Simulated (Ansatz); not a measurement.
Rocksalt HfC (100), 2 layers, DFT, PBEsol, all-electron LAPW, scalar-relativistic (Ansatz 0.2.0), on 1 thread of Arm Neoverse V2 (shared host).

Command: `ansatz run input.yaml --threads 1 --pin off --max-ram 3584MiB --backend cpu --events-out ev --progress --plain --runs-dir out`

```yaml
crystal:
  lattice:
    - [3.2578741457, 0.0, 0.0]
    - [0.0, 3.2578741457, 0.0]
    - [0.0, 0.0, 18.3037]
  atoms:
    - { symbol: Hf, position: [0.0, 0.0, 0.4406036982] }
    - { symbol: C, position: [0.5, 0.5, 0.4392017392] }
    - { symbol: Hf, position: [0.5, 0.5, 0.5593963004] }
    - { symbol: C, position: [0.0, 0.0, 0.5607982622] }
kpoints:
  mp_grid: { grid: [11, 11, 1] }
scf:
  occupations: { method: fermi_dirac, width: 0.08 }
hamiltonian:
  xc: pbesol
  pseudopotentials: { kind: all_electron, lapw: { basis_error: 0.001 } }
output:
  forces: true
  stress: true
  eigenvalues: true
relax:
  f_tol: 0.01
  max_steps: 12
efield:
  axis: 3
  amplitude: 0
  dipole_correction: true
```

Problem. How large is the problem that the program sets up?

Solution. 21 irreducible k-points, 3033 plane waves at Γ, 58 bands.

Problem. About how long does it take, and how much memory?

Solution. 3.5 min of wall time for 11 SCF iterations over 1 geometries, with a peak of 0.71 GiB. Times on shared machines scatter by tens of per cent.
